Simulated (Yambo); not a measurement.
Yambo run on MgTe (zinc blende, space group F-43m, No. 216). The wavefunctions are PBE (stringent potentials; Quantum ESPRESSO, PseudoDojo norm-conserving, 107 Ry, without SOC) ones on a 4×4×4 mesh (17 occupied bands); a = 4.5528 Å, b = 4.5528 Å, c = 4.5528 Å, α = 60.00°, β = 60.00°, γ = 60.00°.

Yambo input:

```
rim_cut
HF_and_locXC
RandQpts= 1000000
RandGvec= 1 Ry
EXXRLvcs= 106.6 Ry
VXCRLvcs= 426.4 Ry
% QPkrange
 1 | 1 | 17 | 18 |
 3 | 3 | 17 | 18 |
 7 | 7 | 17 | 18 |
 8 | 8 | 17 | 18 |
%
```

k points by index: 1 = Γ, 3 = L, 7 = X, 8 = W.

The o-*.hf file then holds:

```
#    K-point    Band    Eo [eV]    Ehf [eV]    Vxc [eV]    Vnlxc [eV]
#
    1    17    0.000000    -2.225062    -12.60531    -14.83037
    1    18    2.462511    6.191120    -9.830425    -6.101816
    3    17    -0.423237    -2.812226    -12.29985    -14.68884
    3    18    3.244145    7.056623    -9.286281    -5.473803
    7    17    -1.194803    -3.902872    -11.58959    -14.29766
    7    18    2.837350    6.229189    -7.198120    -3.806281
    8    17    -1.465672    -4.151045    -11.00736    -13.69274
    8    18    4.587449    8.263573    -8.210394    -4.534269
```
Exchange alone, without screening.

Geometry relaxed with PBEsol.

This is not the ordinary phase of the substance; no match was found in the copy of COD used, and its stability was not checked.
